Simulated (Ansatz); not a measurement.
Values for one crystal, relaxed and computed with PBE+D3(BJ) in the plane-wave PAW code Ansatz; other levels are named.

* **Volume per atom**: 31.49 Å³
* **Electronic character**: metallic (no gap)
* **Mechanical stability**: stable (all eigenvalues of C positive)
* **Density of states at the Fermi level**: 2.0 states/eV per atom (mean over ±0.08 eV)
* **Debye temperature from the elastic constants**: 250 K
* **Elastic constants (relaxed ions, GPa)**: C11 = 77.3, C12 = 25.4, C13 = 22.7, C33 = 83.7, C44 = 26.4
* **Poisson's ratio**: 0.24

Which of these materials gives this?
(A) Ru, hcp (Mg type)
(B) Y, hcp (Mg type)
(C) Be, hcp (Mg type)
(D) Os, hcp (Mg type)

B, Y, hcp (Mg type)

Space group P6_3/mmc (hcp (Mg type)). Symmetry was held in the PBE+D3(BJ) relaxation. No spin polarisation was allowed. The pairwise dispersion correction was not fitted to metals. As this level gives no gap, shear constants depend on the k-mesh and smearing (Fermi–Dirac, 0.1 eV here). On the denser mesh and wider smearing of the elastic run this cell carries a stress of 0.4 GPa. Scalar-relativistic: spin–orbit coupling is off unless named, which matters more the heavier the elements.

Potentials: the earlier of the program's two PAW sets.
